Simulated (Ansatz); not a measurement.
**Y (P6_3/mmc): from strained cells to moduli**

```
CELL_PARAMETERS angstrom
3.54195 0.00000 0.00000
-1.77098 3.06742 0.00000
0.00000 0.00000 5.51023
ATOMIC_POSITIONS crystal
Y 0.33333 0.66667 0.25000
Y 0.66667 0.33333 0.75000
```

Level of theory, where no other is named: LDA, all-electron LAPW in Ansatz 0.2.0, scalar-relativistic. k mesh 14×14×8, strains of ±0.005, Fermi-Dirac smearing of 0.050 eV, basis error target 1 meV/atom. The cell was relaxed by PAW under this functional, which moved its volume by -9 % from the database entry's.

The cell is hexagonal and carries a residual pressure of 0.00 GPa at this level. Each strain component that symmetry leaves independent is applied at ±0.005, the ions relax wherever a strain frees them, and the stress (tension positive, GPa) is read. Shears are engineering strains, γ = 2ε.

```tsv
strain	size	σxx	σyy	σzz	σyz	σxz	σxy
xx	-0.005	-0.3945	-0.1258	-0.1283	0.0000	0.0000	0.0000
xx	+0.005	0.3912	0.1277	0.1418	0.0000	0.0000	0.0000
zz	-0.005	-0.1345	-0.1345	-0.4408	0.0000	0.0000	0.0000
zz	+0.005	0.1357	0.1357	0.4459	0.0000	0.0000	0.0000
yz	-0.005	0.0016	0.0031	0.0070	-0.1309	0.0000	0.0000
yz	+0.005	0.0016	0.0031	0.0070	0.1309	0.0000	0.0000
```

A central difference gives one constant, for example C11 ≈ (0.3912 − (-0.3945))/(0.01) = 78.6 GPa; the program then imposes the crystal's symmetry on the whole matrix.

Question: What are the independent elastic constants?

Answer: C11 = 78.6, C12 = 25.3, C13 = 27.0, C33 = 88.7, C44 = 26.2 GPa.

Question: Is the crystal stable against homogeneous strain?

Answer: The least eigenvalue of the 6×6 matrix is 26.2 GPa, so yes.

Question: What moduli does a random aggregate of grains have?

Answer: Voigt and Reuss bounds: B from 44.8 to 45.0 and G from 26.8 to 26.9 GPa; their means are B = 44.9 and G = 26.9 GPa. Then E = 9BG/(3B + G) = 67.2 GPa, ν = (3B − 2G)/(6B + 2G) = 0.250 and B/G = 1.67, on the brittle side of Pugh's 1.75 (a rule of thumb).

Question: With the density of 4.932 g/cm³, how fast does sound travel, and what Debye temperature follows?

Answer: 

```
direction  slow (m/s)  middle (m/s)  fast (m/s)
        x        2304          2323        3991
        y        2304          2323        3991
        z        2304          2304        4240
```

The mean of v⁻³ over directions and branches gives v_m = 2590 m/s and θ_D = (ħ/k_B) v_m (6π²n)^(1/3) = 248 K, n being atoms per volume. Young's modulus spans 66 to 75 GPa over directions, and the universal anisotropy index is 0.01.

Question: How far do the constants move if PAW replaces LAPW in the same cell?

Answer: 

| constant | LAPW (GPa) | PAW (GPa) | difference |
| --- | --- | --- | --- |
| C11 | 78.6 | 78.6 | 0.0 |
| C12 | 25.3 | 25.4 | 0.1 |
| C13 | 27.0 | 27.0 | 0.0 |
| C33 | 88.7 | 88.6 | -0.1 |
| C44 | 26.2 | 26.2 | 0.0 |

Question: How do the constants change if the ions are clamped to the homogeneous strain?

Answer: Clamped values, with the change against relaxed ions: C11 = 83.4 (+4.9), C12 = 20.5 (-4.8), C13 = 27.0 (+0.0), C33 = 88.7 (+0.0), C44 = 26.2 (+0.0) GPa.

Question: What happens at 10 GPa (cell relaxed there)?

Answer: The volume falls to 0.8404 of its value, and C11 = 111.6, C12 = 44.7, C13 = 54.4, C33 = 128.4, C44 = 23.6 GPa (slopes of the stress), in this structure whether or not another phase takes over.

Keep in mind: responses of metals move with mesh and smearing; elastic stability says nothing of phonons or of other phases; the frozen-core PAW files of the compared runs were fitted under PBE, their cores solved anew for this functional.
